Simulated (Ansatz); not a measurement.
Computed with DFT PBE, scalar-relativistic, plane waves, PAW in Ansatz 0.2.0. All cells share a 420 eV cutoff and Γ-centred k meshes spaced about 0.3 Å⁻¹ or finer (0.25 for metals, 2π included). No spin polarisation in the final relaxations.

Temperature and zero-point effects are left out. All come from trial cells, and lower structures may exist.

Question: Order these relaxed structures of KC by energy, lowest first, with the energy over the lowest of them.
1.

```cif
data_structure
_symmetry_space_group_name_H-M 'R3m:H'
_symmetry_Int_Tables_number 160
_cell_length_a 5.7358
_cell_length_b 5.7358
_cell_length_c 25.6947
_cell_angle_alpha 90.000
_cell_angle_beta 90.000
_cell_angle_gamma 120.000
_cell_volume 732.08
loop_
_atom_site_label
_atom_site_type_symbol
_atom_site_symmetry_multiplicity
_atom_site_Wyckoff_symbol
_atom_site_fract_x
_atom_site_fract_y
_atom_site_fract_z
_atom_site_occupancy
K1 K 3 a 0.66667 0.33333 0.15978 1
K2 K 3 a 0.00000 0.00000 0.33223 1
K3 K 3 a 0.33333 0.66667 0.26468 1
C1 C 9 b 0.74989 0.25011 0.27790 1
```

2.

```cif
data_structure
_symmetry_space_group_name_H-M 'P4/mmm'
_symmetry_Int_Tables_number 123
_cell_length_a 4.0375
_cell_length_b 4.0375
_cell_length_c 6.1851
_cell_angle_alpha 90.000
_cell_angle_beta 90.000
_cell_angle_gamma 90.000
_cell_volume 100.82
loop_
_atom_site_label
_atom_site_type_symbol
_atom_site_symmetry_multiplicity
_atom_site_Wyckoff_symbol
_atom_site_fract_x
_atom_site_fract_y
_atom_site_fract_z
_atom_site_occupancy
K1 K 1 d 0.50000 0.50000 0.50000 1
K2 K 1 c 0.50000 0.50000 0.00000 1
C1 C 2 g 0.00000 0.00000 0.60248 1
```

3.

```cif
data_structure
_symmetry_space_group_name_H-M 'Cmmm'
_symmetry_Int_Tables_number 65
_cell_length_a 6.0555
_cell_length_b 7.6182
_cell_length_c 3.8137
_cell_angle_alpha 90.000
_cell_angle_beta 90.000
_cell_angle_gamma 90.000
_cell_volume 175.93
loop_
_atom_site_label
_atom_site_type_symbol
_atom_site_symmetry_multiplicity
_atom_site_Wyckoff_symbol
_atom_site_fract_x
_atom_site_fract_y
_atom_site_fract_z
_atom_site_occupancy
K1 K 4 i 0.50000 0.79273 0.00000 1
C1 C 4 h 0.89533 0.00000 0.50000 1
```

Answer: 3 (0 meV/atom), 2 (124 meV/atom), 1 (302 meV/atom). Forms: 3 Cmmm; 2 P4/mmm; 1 R3m. Counting C atoms around K (those within 1.25 times the shortest such distance or 1.15 times the sum of covalent radii; a plus sign parts nearer from farther groups; the shortest distance is added where it is long for a bond; a slash parts the counts of unlike sites): cell 3 has K 4+4; cell 2 has K 8/8+8 from 3.8 Å; cell 1 has K 3/6. Cell 3 holds C–C pairs (shortest 1.27 Å); cell 2 holds C–C pairs (shortest 1.27 Å); cell 1 holds C–C units of three or more atoms (shortest 1.43 Å). Even the lowest lies +0.40 eV/atom against the elements.

Weakly bound directions are ill-defined at this level, which has no dispersion term (R3m), and this can change margins and order among such cells. In R3m an odd number of electrons in the primitive cell allows no gap without spin; a larger cell or a magnetic state could open one. With atoms moved at random, Cmmm (by 164 meV/atom) fell into a lower structure. Without a clear test, and held by symmetry: P4/mmm and R3m. An entry of the Crystallography Open Database for this formula was relaxed too; it ended far above these cells or lost its structure, so it may not be the plain compound. Some types were kept out of the candidates beforehand, so the set may lack a known form.
